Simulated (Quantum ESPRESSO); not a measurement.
Band energies of K$_{2}$Te

```
CELL_PARAMETERS angstrom
      0.00000     4.04461     4.04461
      4.04461     0.00000     4.04461
      4.04461     4.04461     0.00000
ATOMIC_POSITIONS crystal
  K  0.75000 0.75000 0.75000
  K  0.25000 0.25000 0.25000
  Te 0.00000 0.00000 0.00000
```

PBEsol (Quantum ESPRESSO, PseudoDojo norm-conserving, 80 Ry, with spin-orbit coupling); path ΓXWKΓLUWLK,UX; energies in eV from the valence-band maximum.

```csv
k (1/Å),point,band 34,band 35,band 36,band 37,band 38,band 39,band 40,band 41
0.00,Γ,-0.07,1.95,1.95,4.76,4.76,4.76,4.76,6.34
0.11,,-0.07,2.11,2.11,4.71,4.71,4.79,4.79,6.17
0.33,,-0.05,2.98,2.98,4.32,4.32,5.06,5.06,5.24
0.55,,-0.04,3.10,3.10,4.41,4.41,5.00,5.00,5.52
0.78,X,-0.03,2.86,2.86,4.10,4.10,5.81,5.81,6.25
1.04,,-0.13,3.08,3.08,4.47,4.47,5.34,5.34,5.65
1.17,W,-0.16,3.17,3.17,4.83,4.83,4.91,4.91,5.44
1.30,,-0.14,3.16,3.16,4.55,4.55,5.25,5.25,5.53
1.44,K,-0.11,3.15,3.15,4.41,4.41,5.58,5.58,5.65
1.54,,-0.12,3.38,3.38,4.48,4.48,5.26,5.26,5.39
1.75,,-0.09,3.65,3.65,4.36,4.36,4.79,4.79,5.29
1.95,,-0.06,2.88,2.88,4.66,4.66,4.72,4.72,5.68
2.16,,-0.07,2.09,2.09,4.74,4.74,4.77,4.77,6.24
2.26,Γ,-0.07,1.95,1.95,4.76,4.76,4.76,4.76,6.34
2.38,,-0.07,2.11,2.11,4.75,4.75,4.75,4.75,6.24
2.60,,-0.03,2.97,2.97,4.74,4.74,4.74,4.74,5.51
2.82,,0.00,3.68,3.68,4.60,4.60,4.78,4.78,4.78
2.94,L,0.00,3.81,3.81,4.41,4.41,4.79,4.79,4.79
3.03,,-0.02,3.89,3.89,4.18,4.18,4.83,4.83,4.97
3.22,,-0.10,3.54,3.54,4.38,4.38,5.12,5.12,5.19
3.41,U,-0.11,3.15,3.15,4.41,4.41,5.58,5.58,5.65
3.69,W,-0.16,3.17,3.17,4.83,4.83,4.91,4.91,5.44
3.87,,-0.13,3.35,3.35,4.62,4.62,5.00,5.00,5.34
4.05,,-0.06,3.86,3.86,4.10,4.10,4.93,4.93,5.11
4.24,L,0.00,3.81,3.81,4.41,4.41,4.79,4.79,4.79
4.39,,-0.05,3.94,3.94,4.04,4.04,4.89,4.89,5.09
4.55,,-0.11,3.45,3.45,4.43,4.43,5.19,5.19,5.23
4.71,K,-0.11,3.15,3.15,4.41,4.41,5.58,5.58,5.65
4.71,U,-0.11,3.15,3.15,4.41,4.41,5.58,5.58,5.65
4.80,,-0.08,2.99,2.99,4.28,4.28,5.81,5.81,5.84
4.99,X,-0.03,2.86,2.86,4.10,4.10,5.81,5.81,6.25
```

The PBEsol gap is indirect, 1.95 eV, from L to Γ; the smallest direct gap is 2.02 eV.

Geometry relaxed with PBEsol.
